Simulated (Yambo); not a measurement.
G0W0@PBEsol for K2PtH6 (space group Fm-3m, No. 225) in Yambo. Reference settings: 2×2×2 Γ-centred k mesh, bands 5 to 188 and a 7 Ry block in the screening, 188 bands in G with the Bruneval-Gonze terminator, plasmon pole fitted at 27.2 eV. The PBEsol gap L → X on this mesh is 3.90 eV; G0W0 gaps are taken between the same points.

```json
[
 {"change from the reference": "reference settings", "G0W0 gap L → X (eV)": "6.31", "shift of the valence edge (eV)": "-1.56"},
 {"change from the reference": "no terminator", "G0W0 gap L → X (eV)": "6.34", "shift of the valence edge (eV)": "-1.48"},
 {"change from the reference": "2 Ry block", "G0W0 gap L → X (eV)": "6.05", "shift of the valence edge (eV)": "-1.29"},
 {"change from the reference": "pole fitted at 10 eV", "G0W0 gap L → X (eV)": "6.22", "shift of the valence edge (eV)": "-1.42"},
 {"change from the reference": "121 bands in W, 121 bands in G", "G0W0 gap L → X (eV)": "6.28", "shift of the valence edge (eV)": "-1.46"},
 {"change from the reference": "70 bands in W, 70 bands in G", "G0W0 gap L → X (eV)": "…", "shift of the valence edge (eV)": "-1.27"},
 {"change from the reference": "no random integration", "G0W0 gap L → X (eV)": "6.19", "shift of the valence edge (eV)": "-1.27"},
 {"change from the reference": "121 bands in G, no terminator", "G0W0 gap L → X (eV)": "6.34", "shift of the valence edge (eV)": "-1.37"}
]
```

Task: Estimate the withheld gaps from the other rows; the computed values follow.

Result: 
- 70 bands in W, 70 bands in G, G0W0 gap L → X (eV): 6.23

The reference isn't shown to be the converged limit.

Spin-orbit coupling is not included.

Geometry of the Materials Project entry, not relaxed at this level; primitive cell a = b = c = 5.7417 Å, α = β = γ = 60.00°.

The structure is a Materials Project entry; no match was found in the copy of COD used, and its stability was not checked.

A shift is the quasiparticle energy of the state minus its PBEsol energy.
